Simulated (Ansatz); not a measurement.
**Structures of Mg$_{3}$S$_{2}$: which is lowest?**

Plane-wave DFT in Ansatz with scalar-relativistic PAW potentials, cutoff 420 eV, Γ-centred meshes chosen by cell and gap, Gaussian smearing with energies taken to zero width. Every cell was relaxed (cell and atoms) in a run of its own, within the symmetry of its start. Functional: PBE.

Relaxed structures (starts from databases or built by putting these elements on another compound's sites):
A. P-3m1, 5 atoms in the computed cell, a = 4.147 Å, c = 9.743 Å; sites (symmetry × multiplicity) Mg -3m. × 1 + 3m. × 2, S 3m. × 2; start: built
B. R-3m, 5 atoms in the computed cell, a = 3.661 Å, c = 25.730 Å; sites (symmetry × multiplicity) Mg -3m × 3 + 3m × 6, S 3m × 6; start: built

Problem. Rank them by energy. Could pressure change the order?

Solution.
```tsv
structure	group	E − E(lowest) (meV/atom)	V (Å³/atom)	gap on mesh (eV)
B	R-3m	0.0	19.91	0.14
A	P-3m1	220	29.02	0.04
```

B is lowest, 220 meV/atom under A. The lowest is also the densest of these, so pressure wouldn't bring one of the others in at first order. Other structures may lie lower than all of these, and vibrations aren't counted.